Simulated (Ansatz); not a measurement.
# TiRh (Pm-3m) as a metal

```xyz
2
Lattice="3.0720 0.0000 0.0000 0.0000 3.0720 0.0000 0.0000 0.0000 3.0720" Properties=species:S:1:pos:R:3 pbc="T T T"
Ti    1.5360    1.5360    1.5360
Rh    0.0000    0.0000    0.0000
```

The conventional cell has a = 3.072 Å, b = 3.072 Å, c = 3.072 Å, α = 90.00°, β = 90.00°, γ = 90.00°. Around Ti (atom 1) lie 8 Rh at 2.66 Å. Around Rh (atom 2) lie 8 Ti at 2.66 Å.

Computed, not measured; unless marked otherwise by PBEsol, all-electron LAPW in Ansatz 0.2.0, scalar-relativistic. k mesh 10×10×10, fine mesh 20×20×20, Fermi-Dirac smearing of 0.100 eV, basis error target 1 meV/atom. The cell was relaxed by PAW under this functional, which moved its volume by -4 % from the database entry's. This phase needn't be the one found at ambient conditions.

Levels and slopes are solved on a 20×20×20 mesh, and each state is taken as quadratic over its cell.

Problem. What is the density of states at the Fermi level, and which bare Sommerfeld coefficient follows?

Solution. N(E_F) = 1.36 states/eV/atom (both spins), so γ = (π²/3) k_B² N(E_F) = 3.2 mJ/(mol-atom K²) without electron-phonon or spin-fluctuation enhancement.

Problem. What Drude plasma energy and σ/τ do the band velocities give?

Solution. (ħω_p,α)² = (e²/ε₀VN_k) Σ_nkσ (∂E/∂k_α)² δ(E − E_F) gives ħω_p = (6.22, 6.22, 6.22) eV along x, y, z, and σ/τ = ε₀ω_p² = 7.9×10²⁰ Ω⁻¹m⁻¹s⁻¹ along x. Weighted by the density of states, the mean Fermi speed is 0.378×10⁶ m/s; the surface has an area of 28.9 Å⁻² for each spin direction.

Problem. Which bands cross the Fermi level, and what do they carry?

Solution. 

```
band  filled part  N (states/eV/cell)  speed (10⁶ m/s)  5th to 95th percentile  area (Å⁻²)        filling
   1         0.42                1.81            0.424            0.23 to 0.58        21.6  partly filled
   2         0.08               0.899            0.284            0.18 to 0.48        7.18   nearly empty
```

Problem. Map the plane k₃ = 0 of the mesh: how many bands lie under the Fermi level at each point, counted from the least on the plane?

Solution. k₁ runs to the right and k₂ upwards, each from −½ to ½ with 0 in the middle (the axes needn't be at right angles):
```
00001122111112211000
00000111111111110000
10000011111111100000
11000001111111000001
11100000011100000011
22110000000000000112
22111000000000001112
11111000000000001111
11111100000000011111
11111100000000011111
11111100000000011111
11111000000000001111
22111000000000001112
22110000000000000112
11100000011100000011
11000001111111000001
10000011111111100000
00000111111111110000
00001122111112211000
00011122111112211100
```

Problem. On PAW files the program sums the optical response inside the mesh cells, interband lines and its own Drude term. Where does ε₁ rise through zero (a sharp plasmon if ε₂ is small there), and how much light is reflected?

Solution. 

```
Fine mesh                         : 20, 20, 20
Window top                        : 20 eV
Line width                        : 0.2 eV
Drude damping                     : 0.2 eV
ε₁ rises through zero at x        : 1.6, 10.42, 19.36 eV
ε₂ there x                        : 15.81, 1.65, 1.52
Plasma energy (x, y, z)           : 6.024, 6.024, 6.024 eV
Reflectivity at 1 eV, x-polarised : 0.7952
Reflectivity at 2 eV, x-polarised : 0.4215
Reflectivity at 3 eV, x-polarised : 0.5254
```

The plasma energy here is the program's own sum at the run's smearing; it differs from the value above by up to 3 %, through mesh and smearing.

Problem. What does PAW give for the same cell?

Solution. N(E_F) = 1.35 states/eV/atom and ħω_p,x = 6.22 eV.

Known limits: these sums move with the mesh, by several per cent and more for small sheets; frozen-core PAW files fitted under PBE, their cores solved anew for the functional of the run.
